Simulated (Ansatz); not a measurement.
LiF (rock salt)

```
LiF
1.0
    0.00000     4.06787     4.06787
    2.03393     0.00000     2.03393
    2.03393     2.03393     0.00000
F Li
2 2
Direct
  0.00000   0.00000   0.00000
  0.50000   0.00000   0.00000
  0.25000   0.50000   0.50000
  0.75000   0.50000   0.50000
```

A phonon eigenvector at L = (0.5, 0.0, 0.0) is frozen into this cell: atom i moves by Q times the vector below, so Q is the largest atomic displacement, in Å. The cell is held. It is one choice among 2 degenerate patterns. (q is in reciprocal vectors of the primitive cell; the cell shown is doubled to hold the pattern.)

```json
[
 {"atom": "Li3", "x": "-0.285", "y": "0.520", "z": "-0.805"},
 {"atom": "Li4", "x": "0.285", "y": "-0.520", "z": "0.805"}
]
```

Atoms not listed stay in place.

Level of theory: PBE (plane waves to 420 eV, PAW, scalar-relativistic; Ansatz, a program for electronic structure). k mesh 7×14×14 (Γ-centred), Fermi-Dirac smearing 0.05 eV. The energy includes the smearing's −TS. LiF was relaxed with its symmetry unable to fall. ΔE is measured from the undisplaced structure.

```csv
Q (Å),ΔE (meV/cell)
-0.180,57.0
-0.150,withheld
-0.120,25.0
-0.090,14.0
-0.060,6.2
-0.030,1.5
0.000,0.0
0.030,1.5
0.060,6.2
0.090,14.0
0.120,25.0
0.150,withheld
0.180,57.0
```

### Question
Fit an even polynomial form (powers 2, 4) to the given rows and predict ΔE at Q = 0.150.

### Answer
Least squares on the 11 given rows: ΔE = (1717)·Q² + (1293)·Q⁴, in meV/cell with Q in Å; root-mean-square residual 0.02 meV/cell. At 0.150 the fit gives 39.3 meV/cell; the calculation gives 39.2 meV/cell, so the interpolation is off by 0.1 (+0.3 %). The quadratic term alone would give 38.6 meV/cell.

(For displaced atoms, the force is minus the slope of the energy, and its curvature is a force constant, which sets phonon frequencies.)
